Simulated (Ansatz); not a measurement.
GeS in space group Cmcm (No. 63; Ge on 4c, S on 4c), PBE+D3(BJ) (plane waves, PAW; program Ansatz), all energies at zero smearing, with the estimated change up to a 700 eV cutoff added, with one set of potentials and settings (totals compare only within such a set). Cell of 4 atoms (2 Ge, 2 S): -10396.253 eV.

| element | reference phase | E (eV/atom) |
|---|---|---|
| Ge | Fd-3m, 2 atoms in the cell | -4295.2706 |
| S | Fddd, 32 atoms in the cell | -902.2562 |

Formation energy per atom, worked out: (-10396.253 − 2×(-4295.2706) − 2×(-902.2562))/4 = -0.300 eV/atom (-29 kJ per mol of atoms), at 0 K, without zero-point energy or fitted corrections.

The workflow started from a Materials Project entry (that database holds measured and hypothetical structures alike); the Crystallography Open Database copy checked does not list it. COD files the formula under space group No. 62, so this cell is another polymorph or a model. Its standing as an ambient phase is unchecked. Symmetry was held in the PBE+D3(BJ) relaxation. At this level the phase is dynamically unstable (imaginary phonons). The references are the lowest solids computed at this level, not always the standard phases.

Potentials: the later of the program's two PAW sets.
